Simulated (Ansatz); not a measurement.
HfO2 in space group Pbcn (No. 60; Pearson symbol oP36), the program Ansatz at the r²SCAN level (PAW). The conduction-band minimum lies on the Γ–Z line, 89 % of the way from Γ, with 2 equivalent valleys. Second derivatives d²E/dk² of the lowest band at one valley (eV·Å²), along Cartesian directions:

```
direction  d²E/dk²
---------  -------
[100]        7.378
[010]        6.758
[001]        11.92
[110]        7.065
[101]        9.649
[011]        9.340
```

Problem. Find the principal effective masses, the density-of-states mass and the conductivity mass.

Solution. Off-diagonal terms follow from H_xy = H[110] − (H_xx + H_yy)/2, and m*/mₑ = 7.620 eV·Å² over each eigenvalue: 0.64, 1.0, 1.1. One valley's DOS mass (m₁m₂m₃)^(1/3) = 0.91, conductivity mass 3/(Σ 1/mᵢ) = 0.88 mₑ.

Problem. What effective density of states Nc follows at 300 K for parabolic valleys?

Solution. Nc = 2.509e19 × 2 × (0.91)^(3/2) ≈ 4.4e19 cm⁻³.

The first step of the workflow began from a Materials Project structure, measured or hypothetical; the Crystallography Open Database copy checked does not list it. It is not the phase usual at ambient conditions (space group No. 14, 29). The cell was relaxed with r²SCAN under the symmetry of its start; its stability against distortions is not shown here. The run is not spin-polarised. Spin–orbit coupling is left out wherever it is not named.

Potentials: the later of the program's two PAW sets.

Edges and masses are those of Kohn–Sham bands, whose gap is no quasiparticle gap.
